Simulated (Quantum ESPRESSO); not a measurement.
# Al3SnNb3In: input and log of a self-consistent run

Simulated, not a measurement. The program is pw.x of Quantum ESPRESSO 7.5 (plane-wave density functional theory). The cell is made up: eight metal atoms on a hexagonal close-packed lattice, with elements, volume, strain and displacements drawn at random and not relaxed, so it may be unstable or far from any real phase. PseudoDojo standard norm-conserving files set the functional (PBE unless stated); there is no spin polarisation or spin-orbit coupling, the Fermi-Dirac width of 0.25 eV means electrons at about 2900 K, and the masses in the input are unused placeholders. The tin pseudopotential is less sure than most, with forces differing by about three percent from a second method on plain tin. A spin test at this wide smearing found no moment, but such smearing suppresses magnetism that the real alloy may have.

Input:

```
&control calculation='scf', pseudo_dir='./dojo.nc.sr.pbe.v0_5.standard.upf', outdir='./o', disk_io='minimal', tprnfor=.true., tstress=.true. /
&system ibrav=0, nat=8, ntyp=4, nbnd=50, ecutwfc=82.02448710, nosym=.true., tot_charge=0,
 occupations='smearing', smearing='fd', degauss=0.0183746611
/
&electrons conv_thr=1.470e-08, electron_maxstep=70, mixing_beta=0.5 /
ATOMIC_SPECIES
Al 1.0 Al.upf
In 1.0 In.upf
Nb 1.0 Nb.upf
Sn 1.0 Sn.upf
CELL_PARAMETERS angstrom
-2.9329 -0.0433 0.0028
0.0797 5.1443 -4.6319
-0.0704 -5.2675 -4.7637
ATOMIC_POSITIONS angstrom
Al 0.0334 -0.0004 -0.0192
Al -0.0403 1.6952 -2.351
Sn 0.0719 -0.033 -4.708
Nb 0.0152 1.6693 -7.027
Nb -1.4621 -0.9161 -2.3688
Nb -1.5272 -2.6117 -4.7614
In -1.4729 -0.9939 -7.0436
Al -1.4295 2.4868 -4.6346
K_POINTS automatic
8 4 4 1 1 1
```

The log is shortened where brackets say so; the opening notice, blank lines, dates and the lines on written files are dropped, and the path of the files is cut. It prints rydbergs, bohrs and kilobars, and counts compression as positive stress. Its total energy is the free energy E - TS of the whole cell.

```
     Program PWSCF v.7.5
     Parallel version (MPI & OpenMP), running on       4 processor cores
     Number of MPI processes:                 4
     Threads/MPI process:                     1
     [start-up lines left out]
     bravais-lattice index     =            0
     lattice parameter (alat)  =       5.5430  a.u.
     unit-cell volume          =     967.7186 (a.u.)^3
     number of atoms/cell      =            8
     number of atomic types    =            4
     number of electrons       =        75.00
     number of Kohn-Sham states=           50
     kinetic-energy cutoff     =      82.0245  Ry
     charge density cutoff     =     328.0979  Ry
     scf convergence threshold =      1.5E-08
     mixing beta               =       0.5000
     number of iterations used =            8  plain     mixing
     Exchange-correlation= PBE
                           (   1   4   3   4   0   0   0)
     [axes and pseudopotential details left out]
   Cartesian axes
     site n.     atom                  positions (alat units)
         1        Al     tau(   1) = (   0.0113868  -0.0001364  -0.0065457  )
         2        Al     tau(   2) = (  -0.0137392   0.5779312  -0.8015080  )
         3        Sn     tau(   3) = (   0.0245123  -0.0112504  -1.6050615  )
         4        Nb     tau(   4) = (   0.0051820   0.5691013  -2.3956600  )
         5        Nb     tau(   5) = (  -0.4984623  -0.3123188  -0.8075764  )
         6        Nb     tau(   6) = (  -0.5206563  -0.8903864  -1.6232667  )
         7        In     tau(   7) = (  -0.5021442  -0.3388425  -2.4013193  )
         8        Al     tau(   8) = (  -0.4873482   0.8478052  -1.5800378  )
     number of k points=    64  Fermi-Dirac smearing, width (Ry)=  0.0184
                       cart. coord. in units 2pi/alat
        k(    1) = (  -0.0626094   0.0018917  -0.0781345), wk =   0.0312500
        k(    2) = (  -0.0616574  -0.0675758  -0.1552704), wk =   0.0312500
     [further k points left out]
     Dense  grid:    97051 G-vectors     FFT dimensions: (  32,  75,  80)
     Estimated max dynamical RAM per process >     289.98 MB
     Estimated total dynamical RAM >       1.06 GB
     Initial potential from superposition of free atoms
     starting charge      74.9803, renormalised to      75.0000
     Starting wfcs are   60 randomized atomic wfcs
     total cpu time spent up to now is        8.5 secs
     per-process dynamical memory:   237.2 Mb
     Self-consistent Calculation
     iteration #  1     ecut=    82.02 Ry     beta= 0.50
     Davidson diagonalization with overlap
     ethr =  1.00E-02,  avg # of iterations =  3.1
     Threshold (ethr) on eigenvalues was too large:
     Diagonalizing with lowered threshold
     Davidson diagonalization with overlap
     ethr =  4.78E-04,  avg # of iterations =  3.0
     total cpu time spent up to now is       42.1 secs
     total energy              =    -678.02623145 Ry
     estimated scf accuracy    <       0.40395717 Ry
     iteration #  2     ecut=    82.02 Ry     beta= 0.50
     Davidson diagonalization with overlap
     ethr =  5.39E-04,  avg # of iterations =  2.2
     total cpu time spent up to now is       59.0 secs
     total energy              =    -678.02364824 Ry
     estimated scf accuracy    <       0.25094162 Ry
     iteration #  3     ecut=    82.02 Ry     beta= 0.50
     Davidson diagonalization with overlap
     ethr =  3.35E-04,  avg # of iterations =  2.8
     total cpu time spent up to now is       76.0 secs
     total energy              =    -678.04551355 Ry
     estimated scf accuracy    <       0.47200458 Ry
     iteration #  4     ecut=    82.02 Ry     beta= 0.50
     Davidson diagonalization with overlap
     ethr =  3.35E-04,  avg # of iterations =  2.0
     total cpu time spent up to now is       91.1 secs
     total energy              =    -678.08639982 Ry
     estimated scf accuracy    <       0.10895922 Ry
     iteration #  5     ecut=    82.02 Ry     beta= 0.50
     Davidson diagonalization with overlap
     ethr =  1.45E-04,  avg # of iterations =  2.1
     total cpu time spent up to now is      105.5 secs
     total energy              =    -678.09618512 Ry
     estimated scf accuracy    <       0.05090780 Ry
     [iterations 6 to 10 left out]
     iteration # 11     ecut=    82.02 Ry     beta= 0.50
     Davidson diagonalization with overlap
     ethr =  4.29E-09,  avg # of iterations =  4.9
     total cpu time spent up to now is      206.1 secs
     total energy              =    -678.10207578 Ry
     estimated scf accuracy    <       0.00000066 Ry
     iteration # 12     ecut=    82.02 Ry     beta= 0.50
     Davidson diagonalization with overlap
     ethr =  8.76E-10,  avg # of iterations =  2.0
     total cpu time spent up to now is      221.5 secs
     total energy              =    -678.10207588 Ry
     estimated scf accuracy    <       0.00000007 Ry
     iteration # 13     ecut=    82.02 Ry     beta= 0.50
     Davidson diagonalization with overlap
     ethr =  8.86E-11,  avg # of iterations =  2.6
     total cpu time spent up to now is      237.2 secs
     total energy              =    -678.10207587 Ry
     estimated scf accuracy    <       0.00000007 Ry
     iteration # 14     ecut=    82.02 Ry     beta= 0.50
     Davidson diagonalization with overlap
     ethr =  8.86E-11,  avg # of iterations =  2.1
     total cpu time spent up to now is      252.4 secs
     total energy              =    -678.10207588 Ry
     estimated scf accuracy    <       0.00000009 Ry
     iteration # 15     ecut=    82.02 Ry     beta= 0.50
     Davidson diagonalization with overlap
     ethr =  8.86E-11,  avg # of iterations =  1.6
     total cpu time spent up to now is      266.4 secs
     End of self-consistent calculation
     [lines on levels left out]
!    total energy              =    -678.10207588 Ry
     estimated scf accuracy    <       0.00000001 Ry
     smearing contrib. (-TS)   =      -0.08638513 Ry
     internal energy E=F+TS    =    -678.01569075 Ry
     The total energy is F=E-TS. E is the sum of the following terms:
     one-electron contribution =    -253.02788092 Ry
     hartree contribution      =     172.64080195 Ry
     xc contribution           =    -169.41205402 Ry
     ewald contribution        =    -428.21655776 Ry
     convergence has been achieved in  15 iterations
     Forces acting on atoms (cartesian axes, Ry/au):
     atom    1 type  1   force =    -0.00395403    0.02368547   -0.02028830
     atom    2 type  1   force =     0.00566792   -0.01767377    0.02328406
     atom    3 type  4   force =    -0.01566778    0.01351291    0.03318737
     atom    4 type  3   force =    -0.00374612   -0.00798744    0.00016322
     atom    5 type  3   force =     0.01265389    0.01760258    0.04945505
     atom    6 type  3   force =     0.00191648   -0.06056503    0.00312370
     atom    7 type  2   force =     0.00598550    0.00476847   -0.06479547
     atom    8 type  1   force =    -0.00285587    0.02665681   -0.02412963
     Total force =     0.125050     Total SCF correction =     0.000552
     Computing stress (Cartesian axis) and pressure
          total   stress  (Ry/bohr**3)                   (kbar)     P=       79.66
   0.00054712  -0.00004194   0.00001497           80.48       -6.17        2.20
  -0.00004194   0.00046644  -0.00011681           -6.17       68.62      -17.18
   0.00001497  -0.00011681   0.00061090            2.20      -17.18       89.87
     init_run     :      8.12s CPU      8.36s WALL (       1 calls)
     electrons    :    254.30s CPU    257.86s WALL (       1 calls)
     forces       :      2.44s CPU      2.50s WALL (       1 calls)
     stress       :      8.55s CPU      8.62s WALL (       1 calls)
     [timing details left out]
     PWSCF        :   4m33.60s CPU   4m37.60s WALL
     JOB DONE.
```

In other units: free energy -9226.049 eV for the cell, pressure 7.97 GPa, largest force component 1.666 eV/Å in size. The run took 280 s of wall time with four MPI processes on a shared machine (Intel Xeon, older, virtual cores), so the time is rough. A rerun of this cell at a higher cutoff and on a denser mesh moved values by no more than 0.004 eV in energy, 0.05 GPa in stress and 0.009 eV/Å in force, and a second program with other atomic files agreed on that cell to 2 % rms in force and 0.5 GPa in pressure.